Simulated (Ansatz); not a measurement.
CrAgS$_{2}$:
```yaml
crystal:
  lattice:
    - [1.73786, 1.00335, 6.66519]
    - [-1.73786, 1.00335, 6.66519]
    - [0.00000, -2.00671, 6.66519]
  atoms:
    - { symbol: Cr, position: [0.00098, 0.00098, 0.00098] }
    - { symbol: Ag, position: [0.15357, 0.15357, 0.15357] }
    - { symbol: S, position: [0.73406, 0.73406, 0.73406] }
    - { symbol: S, position: [0.27279, 0.27279, 0.27279] }
```
The run is spin-polarised; directions of the spins, atom by atom: ↑ 0 0 0.

Relaxed with PBEsol.

Give the Bader charges and basin volumes of the independent atoms, PBEsol (plane waves, PAW; program Ansatz).



```tsv
atom	Bader charge (e)	Bader volume (Å³)
Cr1	+1.24	9.7
Ag2	+0.36	20.2
S3	-0.83	18.8
S4	-0.77	21.0
```

Space group R3m. The workflow started from a Materials Project entry (that database holds measured and hypothetical structures alike); the Crystallography Open Database files this formula in space group No. 160, but the cells were not matched. Whether it is the stable phase at ambient conditions was not checked. The PBEsol relaxation kept the symmetry of its start; whether a distortion lowers the energy is not shown. Spin order of the final state: ferromagnetic, chosen from 2 collinear starts compared on coarse meshes (ties went to the first, and starts can fall back to one state), not a proven ground state. No Hubbard U is applied.

Potentials: the later of the program's two PAW sets.
